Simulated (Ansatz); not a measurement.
Relaxed Zr (hcp, Mg type):

```yaml
crystal:
  lattice:
    - [6.49204, 0.00000, 0.00000]
    - [-1.62301, 2.81113, 0.00000]
    - [0.00000, 0.00000, 5.15071]
  atoms:
    - { symbol: Zr, position: [0.16667, 0.66667, 0.75000] }
    - { symbol: Zr, position: [0.66667, 0.66667, 0.75000] }
    - { symbol: Zr, position: [0.33333, 0.33333, 0.25000] }
    - { symbol: Zr, position: [0.83333, 0.33333, 0.25000] }
```

A phonon eigenvector at M = (0.5, 0.0, 0.0) is frozen into this cell: atom i moves by Q times the vector below, so Q is the largest atomic displacement, in Å. The cell is held. (q is in reciprocal vectors of the primitive cell; the cell shown is doubled to hold the pattern.)

```tsv
atom	x	y	z
Zr1	0.000	0.000	-1.000
Zr2	0.000	0.000	1.000
Zr3	0.000	0.000	-1.000
Zr4	0.000	0.000	1.000
```

The numbers are results of r2SCAN (plane waves to 500 eV, PAW, scalar-relativistic; Ansatz, a quantum-chemistry and plane-wave program), not measurements. k mesh 8×16×9 (Γ-centred), Fermi-Dirac smearing 0.05 eV. E stands for the smeared free energy. With partly filled bands, energies and forces of such displacements shift with the k mesh and the smearing. Zr is run without spin polarisation. Zr was relaxed with its symmetry unable to fall. The zero of ΔE is the undisplaced structure.

```tsv
Q (Å)	ΔE (meV/cell)
-0.180	163
-0.120	70
-0.060	17
0.000	0
0.060	17
0.120	70
0.180	163
```

Task: Which DFPT wavenumber at M = (0.5, 0.0, 0.0) belongs to this mode?
A. 182 cm⁻¹
B. 158 cm⁻¹
C. 83 cm⁻¹

Result: C, 83 cm⁻¹. The curvature of the scan gives 83 cm⁻¹

(A displaced cell: forces are minus the slopes of the energy, force constants its curvatures, and phonons follow from these.)
